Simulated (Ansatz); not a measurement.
Relaxed-ion elastic tensor of SnRu3C (anti-perovskite, Pm-3m) in GPa (Voigt order), r²SCAN (plane waves, PAW; program Ansatz); density 10.71 g/cm³, 13.46 Å³ per atom.

```
505  144  144  0.0  0.0  0.0
144  505  144  0.0  0.0  0.0
144  144  505  0.0  0.0  0.0
0.0  0.0  0.0  125  0.0  0.0
0.0  0.0  0.0  0.0  125  0.0
0.0  0.0  0.0  0.0  0.0  125
```

Task: Is the crystal mechanically stable?

Result: Yes: the smallest eigenvalue of C is 125 GPa.

Task: Work out the Voigt, Reuss and Hill averages.

Result: K_V = 264, K_R = 264, K_H = 264; G_V = 147, G_R = 143, G_H = 145 GPa.

Task: Give Young's modulus, Poisson's ratio, Pugh's ratio and the universal anisotropy index.

Result: E = 9KG/(3K + G) = 368 GPa; ν = 0.27; K/G = 1.83 (near the Pugh limit of 1.75, no verdict); A_U = 5G_V/G_R + K_V/K_R − 6 = 0.16.

Task: Estimate the sound speeds and the Debye temperature.

Result: v_l = √((K + 4G/3)/ρ) = 6540 m/s, v_t = √(G/ρ) = 3680 m/s, mean 4090 m/s; Θ = (h/k)(3n/4πV)^(1/3) v_m = 512 K.

Task: Give the Zener ratio and Young's modulus along [100], [110] and [111].

Result: A = 2C44/(C11 − C12) = 0.69; 1/E = S11 − 2(S11 − S12 − S44/2)Γ with Γ = 0, 1/4, 1/3 gives 441, 347, 324 GPa.

The start of the workflow was typed in or built on a structure type; neither database checked (COD, Materials Project) lists it. Its standing as an ambient phase is unchecked. The cell was relaxed with r²SCAN under the symmetry of its start; its stability against distortions is not shown here. The run is not spin-polarised. As this level gives no gap, shear constants depend on the k-mesh and smearing (Fermi–Dirac, 0.1 eV here). Spin–orbit coupling is left out wherever it is not named.

Potentials: the earlier of the program's two PAW sets.
